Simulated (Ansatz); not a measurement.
Input and command of a plane-wave DFT calculation in Ansatz:

```yaml
crystal:
  lattice:
    - [2.684, 0.0, 0.0]
    - [0.0, 2.684, 0.0]
    - [0.0, 0.0, 5.128]
  atoms:
    - { symbol: Fe, position: [0.0, 0.0, 0.0], spin: 4.0 }
    - { symbol: Si, position: [0.5, 0.5, 0.27] }
    - { symbol: Si, position: [0.5, 0.5, 0.73] }
basis:
  ecutwfc: 420
kpoints:
  mp_grid: { grid: [6, 6, 4] }
hamiltonian:
  xc: lda
scf:
  occupations: { method: gaussian, width: 0.1 }
  lower_state_search: "off"
output:
  forces: true
  stress: true
  eigenvalues: true
  populations: true
magnetization:
  spin_polarized: true
```

```bash
ansatz run input.yaml --threads 1 --pin off --max-ram 3072MiB --backend cpu --events-out ev --progress --plain --runs-dir out
```

Processor: Arm Neoverse V1, 1 thread, on a host shared with other jobs.

Problem. How long does it run, and how much memory does it take?

Solution. About 5.3 s on 1 thread of Arm Neoverse V1 (shared host), peak memory 0.3 GiB. It solves 18 bands at 30 k points (the mesh reduced by symmetry) with about 741 plane waves, in 18 SCF iterations.
